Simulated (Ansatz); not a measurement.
NaHg$_{2}$ in space group P6/mmm (No. 191; Hg on 2d, Na on 1a) under volume change, DFT-r²SCAN in the program Ansatz with PAW potentials, shape and atoms relaxed at each volume.

```csv
V (Å³/atom),E − E(relaxed) (meV/atom),P (GPa)
22.069,22.7,3.72
22.797,9.4,2.21
23.524,(withheld),(withheld)
24.252,0.0,0.00
24.980,1.8,-0.77
25.707,(withheld),(withheld)
26.435,13.6,-1.77
```

Problem. What belongs in the gaps?

Solution. 
- 25.707, E − E(relaxed) (meV/atom): 6.6
- 25.707, P (GPa): -1.31
- 23.524, E − E(relaxed) (meV/atom): 2.2
- 23.524, P (GPa): 1.00

Problem. What does a third-order Birch–Murnaghan fit give for V₀, B₀ and B′?

Solution. V₀ = 24.26 Å³/atom, B₀ = 28.3 GPa, B′ = 7.1.

The workflow started from an entry of the Crystallography Open Database (COD). Its standing as an ambient phase is unchecked. The cell was relaxed with r²SCAN under the symmetry of its start; whether a distortion lowers the energy is not shown. Scalar-relativistic: spin–orbit coupling is off unless named, which matters more the heavier the elements.

Potentials: the later of the program's two PAW sets.
